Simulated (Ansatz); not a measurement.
Values for one crystal, relaxed and computed with DFT-r²SCAN in the program Ansatz with PAW potentials; other levels are named.

```yaml
volume_per_atom: 13.64 Å³
electronic_character: metallic (no gap)
Formation energy from the elements (no fitted shifts): -175 meV/atom
hill_bulk_and_shear_moduli: 259 and 121 GPa
Poisson's ratio: 0.30
debye_temperature_from_the_elastic_constants: 508 K
Density of states at the Fermi level: 0.59 states/eV per atom (mean over ±0.08 eV)
```

Problem. Pick the material that matches.
A) GaMo3N, anti-perovskite
B) TaN, P-62m (Ta on 1a, Ta on 2d, N on 3f)
C) Mo2C, Pbcn (Mo on 8d, C on 4c)
D) Hf2SiN, P6_3/mmc (Si on 2d, Hf on 4f, N on 2a)

Solution. A, GaMo3N, anti-perovskite

Space group Pm-3m (anti-perovskite). The start of the workflow was typed in or built on a structure type; neither database checked (COD, Materials Project) lists it. Its standing as an ambient phase is unchecked. The r²SCAN relaxation kept the symmetry of its start; its stability against distortions is not shown here. The workflow began spin-polarised and lost its moments. As this level gives no gap, shear constants depend on the k-mesh and smearing (Fermi–Dirac, 0.1 eV here). The references are the lowest solids computed at this level, not always the standard phases (solids in place of the gases). Scalar-relativistic: spin–orbit coupling is off unless named, which matters more the heavier the elements.

Potentials: the earlier of the program's two PAW sets.
